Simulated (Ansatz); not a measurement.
CsPbBr$_{3}$ (cubic perovskite)

```yaml
crystal:
  lattice:
    - [6.00277, 0.00000, 0.00000]
    - [0.00000, 6.00277, 0.00000]
    - [0.00000, 0.00000, 6.00277]
  atoms:
    - { symbol: Cs, position: [0.00000, 0.00000, 0.00000] }
    - { symbol: Pb, position: [0.50000, 0.50000, 0.50000] }
    - { symbol: Br, position: [0.00000, 0.50000, 0.50000] }
    - { symbol: Br, position: [0.50000, 0.50000, 0.00000] }
    - { symbol: Br, position: [0.50000, 0.00000, 0.50000] }
```

Equation-of-state scan: isotropic scaling of the cell above, V₀ being its volume. Symmetry pins the atoms to their sites.

Calculation: PBE (plane waves to 420 eV, PAW, scalar-relativistic; Ansatz, an electronic-structure program). k mesh 6×6×6 (Γ-centred), Fermi-Dirac smearing 0.05 eV. Energies are smeared free energies. CsPbBr3 was relaxed with its symmetry unable to fall. Spin-orbit coupling is left out, though Pb is heavy. The PAW data are Ansatz's earlier set. This is a high-temperature form of CsPbBr3. ΔE is measured from the relaxed starting cell.

Task: Estimate the ΔE (eV/atom) for V/V₀ = 0.880, 0.960, 1.040, 1.080, 1.120, 1.160.

Result: 
```json
[
 {"V/V₀": "0.880", "ΔE (eV/atom)": "0.0459"},
 {"V/V₀": "0.960", "ΔE (eV/atom)": "0.0043"},
 {"V/V₀": "1.040", "ΔE (eV/atom)": "0.0037"},
 {"V/V₀": "1.080", "ΔE (eV/atom)": "0.0138"},
 {"V/V₀": "1.120", "ΔE (eV/atom)": "0.0290"},
 {"V/V₀": "1.160", "ΔE (eV/atom)": "0.0482"}
]
```

(A scan under strain: stresses follow from slopes of the energy per volume, elastic moduli from its curvatures.)
